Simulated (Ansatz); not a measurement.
## LaP, one cell by several methods

```
La P
1.0
     0.00000    3.01250    2.95225
     3.01250    0.00000    2.95225
     3.01250    3.01250    0.00000
La P
1 1
Cartesian
  0.0000 0.0000 0.0000
  3.0125 3.0125 2.9522
```

Atoms are numbered in the order listed.

The geometry is COD entry 1538844, unchecked; take it as a test cell. The listed cell was then made from it by scaling, straining or moving an atom.

No spin–orbit coupling, which matters for the heavy atoms here.

Methods: DFT, LDA, PAW with Ansatz's default frozen-core files, scalar-relativistic (Ansatz 0.2.0); DFT, LDA, all-electron PAW with datasets made for the crystal, scalar-relativistic (Ansatz 0.2.0); DFT, LDA, all-electron LAPW, scalar-relativistic (Ansatz 0.2.0).

For PAW: a Γ-centred 10×10×10 k mesh, Fermi–Dirac smearing of 0.03 eV, cutoff 420 eV, no spin polarisation; the PAW files were made with PBE, and the program remakes their frozen cores for this functional. The crystal-made all-electron datasets (AE datasets) take a cutoff of 260 eV at this cell. LAPW targets a basis error of 1 meV/atom. The Ansatz runs share mesh, smearing and spin set-up. Plane-wave (PAW) pressures include the program's estimate of the Pulay term.

Stress and pressure are positive in compression.

Spin–orbit coupling is left out, which moves gradients at and beside heavy atoms by some per cent and at worst by a factor of two.

In a metal, gradients converge slowly with the k mesh: the values move by tens of per cent from one mesh to another, at times in sign, so only the comparison on one mesh counts.

```tsv
quantity	PAW	AE datasets	LAPW
pressure (GPa)	-1.73	-1.70	-1.70
stress xx (GPa)	-2.74	-2.71	-2.71
stress zz (GPa)	0.27	0.31	0.31
field gradient Vzz at La1 (10²¹ V/m²)	-3.05	-3.12	–
field gradient Vzz at P2 (10²¹ V/m²)	-0.59	-0.59	–
```

PAW's pressure differs from the LAPW value by -0.03 GPa.
